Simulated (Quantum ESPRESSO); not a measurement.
TaTi2HfO7N, convergence and cost over cutoff and k mesh

Simulated, not a measurement. The program is pw.x of Quantum ESPRESSO 7.5 (plane-wave density functional theory). The cell is made up: 12 atoms on a fluorite lattice, with randomly drawn elements, strain and displacements, not relaxed. PseudoDojo standard norm-conserving files (v0.5 for PBE, v0.4.1 for LDA and PBEsol) set the functional; there is no spin polarisation, spin-orbit coupling or dispersion term, and the masses in the input are unused placeholders.

The hafnium pseudopotential is less sure than the others, with forces about 3 percent (worst 6) and pressure in oxides about 1.5 GPa (worst 2.7) from a second method in checks, which no rerun with the same files tests.

Input of the run in row 4:

```
&control calculation='scf', pseudo_dir='./dojo.nc.sr.pbe.v0_5.standard.upf', outdir='./o', disk_io='low', tprnfor=.true., tstress=.true. /
&system ibrav=0, nat=12, ntyp=5, nbnd=54, ecutwfc=84.00895049, nosym=.true., tot_charge=0,
 occupations='smearing', smearing='fd', degauss=0.0018374661
/
&electrons conv_thr=7.350e-09, electron_maxstep=60, /
ATOMIC_SPECIES
Hf 1.0 Hf.upf
N 1.0 N.upf
O 1.0 O.upf
Ta 1.0 Ta.upf
Ti 1.0 Ti.upf
CELL_PARAMETERS angstrom
5.0847 0.0383 -0.0406
0.0383 4.9611 0.0409
-0.0406 0.0409 5.0325
ATOMIC_POSITIONS angstrom
Ta 0.0541 -0.0106 -0.0193
Ti 0.0514 2.5822 2.5996
Ti 2.385 -0.1068 2.5411
Hf 2.7048 2.4308 -0.0212
O 1.3334 1.2123 1.2219
O 1.1855 1.3707 3.735
O 1.3329 3.7761 1.2619
O 1.2264 3.7627 3.7347
O 3.9366 1.3429 1.1728
O 3.6984 1.2781 3.6387
O 4.0506 3.7906 1.3319
N 3.6985 3.8493 3.8479
K_POINTS automatic
4 5 4 1 1 1
```

The same cell was run at these settings. Meshes are shifted by half a step, and differences are from the last row, which is itself not exact.

```
cutoff (eV)     k mesh  k points solved  threshold (eV)  free energy less the last row's (eV)  pressure (GPa)  largest stress difference (GPa)  largest force difference (eV/Å)  iterations  wall time (s)  k-point pools                  processor
        800  2 x 2 x 2                4           1e-04                                 0.988          -20.46                            12.79                            0.128          19             18              4  Intel Xeon, 2023 or later
       1143  2 x 2 x 2                4           1e-07                                -0.325           -8.55                             0.80                            0.154          25             34              4  Intel Xeon, 2023 or later
        718  4 x 5 x 4               40           1e-07                                 3.647          -33.86                            26.05                            0.089          23             97              4  Intel Xeon, 2023 or later
       1143  4 x 5 x 4               40           1e-07                                 0.001           -7.94                             0.05                            0.004          26            212              4  Intel Xeon, 2023 or later
       1437  6 x 7 x 6              126           1e-07                                 0.000           -7.90                             0.00                            0.000          26           1003              4  Intel Xeon, 2023 or later
```

Each pool is one process. Wall times include start-up and a band step at six k points, which weighs most on the coarsest meshes. The runs were on shared virtual cores whose load varied, so times are rough.